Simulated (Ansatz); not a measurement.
Lu3Si in the antiAuCu3 structure

Method: PBE, scalar-relativistic; no spin polarisation; PAW, 420 eV, 8×8×8 k-mesh, Gaussian smearing of 0.05 eV; code Ansatz. The datasets are Ansatz's generated set soft_2.

```cif
data_structure
_symmetry_space_group_name_H-M 'Pm-3m'
_symmetry_Int_Tables_number 221
_cell_length_a 4.5207
_cell_length_b 4.5207
_cell_length_c 4.5207
_cell_angle_alpha 90.000
_cell_angle_beta 90.000
_cell_angle_gamma 90.000
_cell_volume 92.39
loop_
_atom_site_label
_atom_site_type_symbol
_atom_site_symmetry_multiplicity
_atom_site_Wyckoff_symbol
_atom_site_fract_x
_atom_site_fract_y
_atom_site_fract_z
_atom_site_occupancy
Lu1 Lu 3 c 0.00000 0.50000 0.50000 1
Si1 Si 1 a 0.00000 0.00000 0.00000 1
```

The structure was built from a prototype; whether the compound forms in it isn't claimed.

Cell and atoms are those of this level's equilibrium.

The run used a cell of 4 atoms; the mesh refers to it.

- Volume: 23.10 Å³/atom
- Band gap: zero (metallic)
- Density of states at the Fermi level: 1.3 states/(eV·atom)
- Bader charges: Lu 0.66; Si -1.97 e
- f electrons (orthogonalised atomic orbitals): Lu 13.98
- Bulk modulus (Birch–Murnaghan): 63 GPa
- Pressure derivative B0′: 3.9

Fill in the formation energy from the elements (0 K, uncorrected) (PBE).

-0.23 eV/atom.

With 79 valence electrons in the calculation's cell and no magnetic order, the bands, two electrons each, can't all be full or empty: band theory demands a metal. (Only strong correlation, outside this picture, could make a Mott insulator of it.)

For elements this heavy, spin–orbit coupling would shift levels and gaps; it isn't included here. Spin polarisation wasn't tried.
